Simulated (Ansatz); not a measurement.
Given:

Mg2TeS:
```
CELL_PARAMETERS angstrom
      2.13709     1.23385     7.04312
     -2.13709     1.23385     7.04312
      0.00000    -2.46770     7.04312
ATOMIC_POSITIONS crystal
  Mg 0.99086 0.99086 0.99086
  Mg 0.51024 0.51024 0.51024
  Te 0.12280 0.12280 0.12280
  S  0.62607 0.62607 0.62607
```

This is the r²SCAN-relaxed structure. x, y and z are the axes in which the lattice vectors are written.

Task: All from plane-wave PAW r²SCAN (Ansatz code), unless another level is named. Estimate the Hill bulk and shear moduli.

Result: 45.3 and 16.8 GPa.

Task: What about the elastic constants (relaxed ions, GPa)?

Result: C11 = 72.7, C12 = 32.4, C13 = 29.0, C14 = -6.8, C33 = 82.0, C44 = 13.7.

Space group R3m. The first step of the workflow began from a Materials Project structure, measured or hypothetical; the Crystallography Open Database copy checked does not list it. Whether it is the stable phase at ambient conditions was not checked. The r²SCAN relaxation kept the symmetry of its start; its stability against distortions is not shown here. Spin–orbit coupling is left out wherever it is not named.

Potentials: the later of the program's two PAW sets.
